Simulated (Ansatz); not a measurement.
The relaxed structure here is a generated cell of Zn: the first start was made by placing the elements on the sites of a structure type, and the end was not matched to a known phase here, so it may be hypothetical. Known forms of Zn include space group No. 194.

A relaxed cell of Zn (I4/mmm (No. 139)), relaxed on a k-mesh at least as fine as the one used below. All values below come from PBE (plane waves to 420 eV, PAW, scalar-relativistic; Ansatz, a first-principles code). Γ-centred k-mesh 8×15×13 on the run's cell (coarser than for final values), Fermi–Dirac smearing 0.05 eV.

```
Zn
1.0
   -3.46046     3.46046     2.59777
    1.73023    -1.73023     1.29889
    1.73023     1.73023    -1.29889
Zn
2
Direct
  0.00000   0.00000   0.00000
  0.50000   0.00000   0.00000
```

The atoms are displaced by (Å):

| atom | ux | uy | uz |
|---|---|---|---|
| Zn1 | -0.002 | -0.118 | -0.006 |
| Zn2 | 0.114 | 0.029 | 0.040 |

Question: What forces (eV/Å) and pressure result?

Answer: 
```json
[
 {"atom": "Zn1", "Fx": "0.14", "Fy": "0.29", "Fz": "0.47"},
 {"atom": "Zn2", "Fx": "-0.14", "Fy": "-0.29", "Fz": "-0.47"}
]
```

Pressure +0.7 GPa.

No spin polarisation in the result.

The run that gave the undisplaced cell could not lose the symmetry of its start: the end is stationary, and may be a saddle point rather than a minimum.
